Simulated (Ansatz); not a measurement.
YSF:
```xyz
6
Lattice="3.7770 0.0000 0.0000 0.0000 3.7770 0.0000 0.0000 0.0000 6.8210" Properties=species:S:1:pos:R:3 pbc="T T T"
Y      0.0000     1.8885     1.5480
Y      1.8885     0.0000     5.2730
S      0.0000     1.8885     4.4044
S      1.8885     0.0000     2.4166
F      0.0000     0.0000     0.0000
F      1.8885     1.8885     0.0000
```

Relaxed with r²SCAN. Independent-particle spectrum: no excitons, no local fields, no scissors shift; 0.1 eV broadening; ε₁ of the summed bands alone.

Question: Tabulate the dielectric function from the program Ansatz at the r²SCAN level (PAW).

Answer: 

```
E (eV)  ε₁ xx  ε₂ xx  ε₁ zz  ε₂ zz
------  -----  -----  -----  -----
0.0      5.88   0.00   4.93   0.00
0.5      5.92   0.00   4.95   0.00
1.0      6.04   0.00   5.01   0.00
1.5      6.28   0.00   5.12   0.00
2.0      6.77   0.10   5.30   0.02
2.5      7.07   0.66   5.53   0.06
3.0      7.50   0.72   5.85   0.10
3.5      8.60   1.51   6.32   0.17
4.0      9.00   1.84   7.15   0.28
4.5     11.82   6.51   8.61   1.36
5.0      7.40   7.17   8.21   2.69
5.5      7.07   7.30  10.59   3.44
6.0      6.17  10.82  11.67  10.29
6.5      0.34  11.41  -0.14  12.90
7.0     -1.71   6.33   1.21   8.60
7.5     -0.47   5.67  -2.90   4.26
8.0     -1.87   4.55  -0.90   2.97
8.5     -1.25   2.37  -0.04   2.43
9.0      0.58   2.45  -0.01   1.24
9.5      0.80   2.49   1.62   1.09
10.0     0.75   3.05   3.14   2.13
10.5     0.72   2.62   3.75   4.17
11.0     0.85   2.84   2.89   6.94
11.5     0.20   3.12  -1.55   3.82
12.0     0.12   3.71  -0.20   3.81
```

Question: From ε at 2.0 eV (xx: 6.77 + 0.10i), find n, k, the normal reflectivity and the absorption coefficient.

Answer: n = 2.60, k = 0.019, R = 20 %, α = 2kE/ħc = 3900 cm⁻¹.

With all bands, ε∞ without local fields is 5.96 (xx = yy), 5.01 (zz).

Space group P4/nmm. The first step of the workflow began from a Materials Project structure, measured or hypothetical; the Crystallography Open Database copy checked does not list it. COD files the formula under space group No. 194. Its standing as an ambient phase is unchecked. Symmetry was held in the r²SCAN relaxation; its stability against distortions is not shown here. The run is not spin-polarised. Spin–orbit coupling is left out wherever it is not named.

Potentials: the later of the program's two PAW sets.
